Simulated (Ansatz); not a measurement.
Relaxed SnTe (rock salt):

```
CELL_PARAMETERS angstrom
      0.00000     3.20463     3.20463
      3.20463     0.00000     3.20463
      3.20463     3.20463     0.00000
ATOMIC_POSITIONS crystal
  Te 0.00000 0.00000 0.00000
  Sn 0.50000 0.50000 0.50000
```

All values below come from PBE (plane waves to 420 eV, PAW, scalar-relativistic; Ansatz, an electronic-structure program). k mesh 10×10×10 (Γ-centred), Fermi-Dirac smearing 0.05 eV. SnTe was relaxed with its symmetry unable to fall. Spin-orbit coupling is left out, though Te is heavy. The PAW data are Ansatz's earlier set.

One atom of the cell was then moved (with its periodic images), all else fixed, and the forces (eV/Å) came out as:

```tsv
atom	Fx	Fy	Fz
Te1	-0.960	-0.960	0.000
Sn2	0.960	0.960	0.000
```

With two atoms only their relative shift counts; take Te1 as fixed.

### Question
Which atom was moved, and by which vector (Å)?

### Answer
Sn2, by (-0.41, -0.41, 0.00), 0.58 Å in all.

(For displaced atoms, the force is minus the slope of the energy, and its curvature is a force constant, which sets phonon frequencies.)
